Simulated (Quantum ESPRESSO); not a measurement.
Computed NMR tensors in Si

```xyz
2
Lattice="0.0000 2.7218 2.7218 2.7218 0.0000 2.7218 2.7218 2.7218 0.0000" Properties=species:S:1:pos:R:3 pbc="T T T"
Si     1.3609     1.3609     1.3609
Si     0.0000     0.0000     0.0000
```
The cell comes from the Materials Project (a computed structure). It is Si in Fd-3m. Stability against distortions was not tested.

Computed: shieldings by GIPAW with PBE in a modified build of Quantum ESPRESSO, on JTH PAW datasets, 20 Ha, k-mesh 8×8×8 shifted, f-sum rule met within 0.014 %.

| site | site symmetry | σ_iso (ppm) |
|---|---|---|
| Si (atoms 1, 2) | -43m | 408 |

Shieldings are absolute and leave out the bulk-susceptibility term; a larger σ means a smaller chemical shift. By our sweeps, such settings leave a few ppm in absolute σ. No d partial waves on Si: the paramagnetic term there is incompletely reconstructed. With so small a Kohn–Sham gap, σ hangs strongly on the functional and the mesh.
